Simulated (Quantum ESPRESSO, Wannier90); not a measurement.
# Tight-binding from DFT: LiF (rock salt)

```xyz
2
Lattice="0.0000 2.0417 2.0417 2.0417 0.0000 2.0417 2.0417 2.0417 0.0000" Properties=species:S:1:pos:R:3 pbc="T T T"
Li     0.0000     0.0000     0.0000
F      2.0417     2.0417     2.0417
```

Cell from Materials Project (mp-1138), symmetrised, no further relaxation. COD (Crystallography Open Database) has an entry of this formula and space group (matched by these alone). Computed values, not measurements, from PBEsol: Quantum ESPRESSO (norm-conserving PseudoDojo potentials, cutoff 68 Ry, no spin polarisation, no spin-orbit coupling) on a Γ-centred 10×10×10 mesh, then Wannier90. Density: 14×14×14 mesh, cold smearing 0.01 Ry.

Band 2 is isolated and gives one Wannier function a cell (F2 2s 94 %, Li1 2s 6 %; spread 0.38 Å²). Its on-site energy is ε = -19.248 eV relative to the valence-band maximum, and its hoppings t(R) = t(−R) to the nearer images are (images within this range that aren't listed have |t| under 5 meV):

| R (lattice vectors; −R alike) | distance (Å) | t (eV) |
|---|---|---|
| 0 0 1 | 2.89 | -0.041 |
| 0 1 -1 | 2.89 | -0.041 |
| 0 1 0 | 2.89 | -0.041 |
| 1 -1 0 | 2.89 | -0.041 |
| 1 0 -1 | 2.89 | -0.041 |
| 1 0 0 | 2.89 | -0.041 |
| 1 -1 -1 | 4.08 | 0.007 |
| 1 -1 1 | 4.08 | 0.007 |
| 1 1 -1 | 4.08 | 0.007 |

Task: Work out the band energy at Γ, X, U, K from these numbers.

Result: For one orbital E(k) = ε + Σ_R 2 t(R) cos(2π k·R), the sum over the listed R.
- Γ, k = (0.000, 0.000, 0.000): E = -19.248 + (-0.041)·(12.00) + (0.007)·(6.00) = -19.70 eV; pw.x: -19.69 eV
- X, k = (0.500, 0.000, 0.500): E = -19.248 + (-0.041)·(-4.00) + (0.007)·(6.00) = -19.04 eV; pw.x: -19.04 eV
- U, k = (0.625, 0.250, 0.625): E = -19.248 + (-0.041)·(-3.66) + (0.007)·(2.00) = -19.08 eV; pw.x: -19.08 eV
- K, k = (0.375, 0.375, 0.750): E = -19.248 + (-0.041)·(-3.66) + (0.007)·(2.00) = -19.08 eV; pw.x: -19.08 eV

At these points the listed shells miss the plane-wave band by up to 0.01 eV, of a width of 0.65 eV on the path. With all its hoppings the model misses the band by 0.1 meV at worst on the whole path; the listed shells hold nearly all of the dispersion.
